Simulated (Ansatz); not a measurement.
Here is the system:

Ni$_{3}$Sn$_{4}$:
```cif
data_Ni6Sn8
_chemical_formula_sum 'Ni6 Sn8'
_space_group_name_H-M_alt 'C2/m'
_space_group_IT_number 12
_space_group_name_Hall '-C 2y'
_cell_length_a 12.11338
_cell_length_b 4.03384
_cell_length_c 5.18831
_cell_angle_alpha 90.000
_cell_angle_beta 105.313
_cell_angle_gamma 90.000
loop_
_atom_site_label
_atom_site_type_symbol
_atom_site_symmetry_multiplicity
_atom_site_Wyckoff_symbol
_atom_site_fract_x
_atom_site_fract_y
_atom_site_fract_z
_atom_site_occupancy
Ni1 Ni 2 a 0.00000 0.00000 0.00000 1
Ni2 Ni 4 i 0.21597 0.00000 0.33595 1
Sn1 Sn 4 i 0.07243 0.50000 0.31295 1
Sn2 Sn 4 i 0.17123 0.00000 0.81111 1
```
(The calculation used a cell of 7 atoms; values per cell refer to that cell.)

This is the PBEsol-relaxed structure.

All from DFT-PBEsol in the program Ansatz with PAW potentials, unless another level is named. Estimate the formation energy from the elements (no fitted shifts).

-0.27 eV/atom.

What about the density of states at the Fermi level?

0.40 states/eV per atom (mean over ±0.08 eV).

What about the gap with spin–orbit coupling?

none (metallic).

The first step of the workflow began from a Materials Project structure, measured or hypothetical; the Crystallography Open Database files this formula in space group No. 12, but the cells were not matched. Whether it is the stable phase at ambient conditions was not checked. The PBEsol relaxation kept the symmetry of its start; of distortions, only those at the zone centre were tested. No spin polarisation was allowed. The references are the lowest solids computed at this level, not always the standard phases. Spin–orbit coupling is left out wherever it is not named.

Potentials: the later of the program's two PAW sets.
